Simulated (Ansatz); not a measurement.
**zincblende-structured RuTe**

Computed with Ansatz (plane waves, PAW, 420 eV cutoff): PBEsol, scalar-relativistic, no spin polarisation, 8×8×8 k-mesh, Gaussian smearing of 0.05 eV; PAW files: Ansatz's generated set soft_2.

```yaml
crystal:
  lattice:
    - [0.00000, 2.90709, 2.90709]
    - [2.90709, 0.00000, 2.90709]
    - [2.90709, 2.90709, 0.00000]
  atoms:
    - { symbol: Ru, position: [0.00000, 0.00000, 0.00000] }
    - { symbol: Te, position: [0.25000, 0.25000, 0.25000] }
```

The structure was built from a prototype; whether the compound forms in it isn't claimed.

Cell and atoms are those of this level's equilibrium.

The cell has space group F-43m (read at 0.01 Å). In it the stress is -0.03, -0.03, -0.03, 0.00, 0.00, 0.00 GPa and the largest force component 0.000 eV/Å. Each change below starts from this cell, without further relaxation. Stress is in GPa, positive in compression, in the order xx, yy, zz, yz, xz, xy; energies are counted from the cell above and are free energies with the smearing's entropy, which match forces and stress in a metal.

Q: One atom was moved along a Cartesian axis, and these forces appeared. Which atom, and about how far?
```tsv
atom	Fx (eV/Å)	Fy	Fz
Ru1	0.000	0.000	-1.574
Te2	0.000	0.000	1.574
```

A: Atom 1 (Ru) is moved by 0.12 Å along z; the energy changes by 93.9 meV per cell. Moving the other atom the opposite way is the same thing.

Q: What stress follows from an engineering strain of 1 % in yy, atoms carried along?

A: -1.16, -0.97, -1.16, 0.00, 0.00, 0.00 GPa; the energy changes by 1.5 meV per cell.
The stress across the strain changes more than along it (C12 over C11 with clamped atoms), which a stable cubic crystal can't show: the cell is unstable or the mesh too coarse.
The change of the stress over the strain gives a clamped-atom stiffness of about 95 GPa for this component, a secant value that lies under the elastic constant in tension and over it in compression, by several per cent for each per cent of strain.
In a harmonic crystal the energy would rise by V(½Cε² − σ₀ε), with σ₀ the stress of the unstrained cell, = 1.5 meV, which matches.

Scalar-relativistic only: spin–orbit splittings of the heavy atoms' levels are missing.
